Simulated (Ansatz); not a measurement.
Generalised stacking fault of ZnSe (zinc blende) on the {111} plane, shuffle cut. The cell below holds the perfect crystal with the plane normal along z; tilting its third vector by the shift puts one fault into each cell, between planes 2.44 Å apart, at fixed cell height.

```
ZnSe
1.0
    3.98364     0.00000     0.00000
    1.99182     3.44993     0.00000
    0.00000     0.00000     9.75788
Se Zn
3 3
Direct
  0.66667   0.66667   0.87500
  0.33333   0.33333   0.20833
  0.00000   0.00000   0.54167
  0.00000   0.00000   0.79167
  0.66667   0.66667   0.12500
  0.33333   0.33333   0.45833
```

In-plane vectors a = (3.984, 0.000) Å, b = (1.992, 3.450) Å, area 13.74 Å². The shift is s times the vector a + b (length 6.900 Å), so s = 1 restores the start. Atoms relax along the normal only. γ = [E(shift) − E(0)] / area.

The numbers are results of PBEsol (plane waves to 420 eV, PAW, scalar-relativistic; Ansatz, a quantum-chemistry and plane-wave program), not measurements. k mesh 8×8×3 (Γ-centred), Fermi-Dirac smearing 0.05 eV. Stress and pressure are positive under compression. Faults lie only 9.8 Å apart, and holding the cell height raises γ above its relaxed value. The PAW data are Ansatz's earlier set. ZnSe was relaxed with its symmetry unable to fall. 

```json
[
 {"shift (Å)": "0.000", "σ normal to the fault (GPa)": "0.0"},
 {"shift (Å)": "0.575", "σ normal to the fault (GPa)": "-0.2"},
 {"shift (Å)": "1.150", "σ normal to the fault (GPa)": "0.1"},
 {"shift (Å)": "1.725", "σ normal to the fault (GPa)": "1.5"},
 {"shift (Å)": "2.300", "σ normal to the fault (GPa)": "2.7"},
 {"shift (Å)": "2.875", "σ normal to the fault (GPa)": "?"},
 {"shift (Å)": "3.450", "σ normal to the fault (GPa)": "0.1"},
 {"shift (Å)": "4.025", "σ normal to the fault (GPa)": "-1.1"},
 {"shift (Å)": "4.600", "σ normal to the fault (GPa)": "-1.4"},
 {"shift (Å)": "5.175", "σ normal to the fault (GPa)": "-1.4"},
 {"shift (Å)": "5.750", "σ normal to the fault (GPa)": "-0.9"},
 {"shift (Å)": "6.325", "σ normal to the fault (GPa)": "-0.3"}
]
```

Task: What belongs in the gaps?

Result: 
- 2.875, σ normal to the fault (GPa): 1.8

(The slope of γ gives the shear force per area between the displaced halves; near zero shift its curvature is an elastic stiffness.)
